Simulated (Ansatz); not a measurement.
Given:

Starting cell, KI (rock salt):

```
KI
1.0
    0.00000     3.54577     3.54577
    3.54577     0.00000     3.54577
    3.54577     3.54577     0.00000
I K
1 1
Direct
  0.00000   0.00000   0.00000
  0.50000   0.50000   0.50000
```

In each cell atom 2 (K, nearest neighbour I at 3.546 Å; its periodic images, 5.0 Å or more away, move with it) moves by s·(0.707, 0.707, 0.000) (along Cartesian [110]), the rest being held.

Level of theory: r2SCAN (plane waves to 500 eV, PAW, scalar-relativistic; Ansatz, an electronic-structure program). k mesh 7×7×7 (Γ-centred), Fermi-Dirac smearing 0.05 eV. The energy includes the smearing's −TS. KI was relaxed with its symmetry unable to fall. Spin-orbit coupling is left out, though I is heavy. ΔE is measured from the undisplaced structure.

The scan covers s from -0.710 to 0.710 Å in 11 points.

Question: Is the energy the same for equal positive and negative displacements?

Answer: Even: the same for both signs. With its periodic images moving along, the atom's site symmetry in this cell is m-3m.

Question: What is the force constant k = d²E/ds² of this move at s = 0?

Answer: 1.12 eV/Å².

Question: With two atoms in the cell this is the zone-centre optical mode. What wavenumber follows (transverse: no LO-TO term)?

Answer: 101 cm⁻¹.

(A displaced cell: forces are minus the slopes of the energy, force constants its curvatures, and phonons follow from these.)
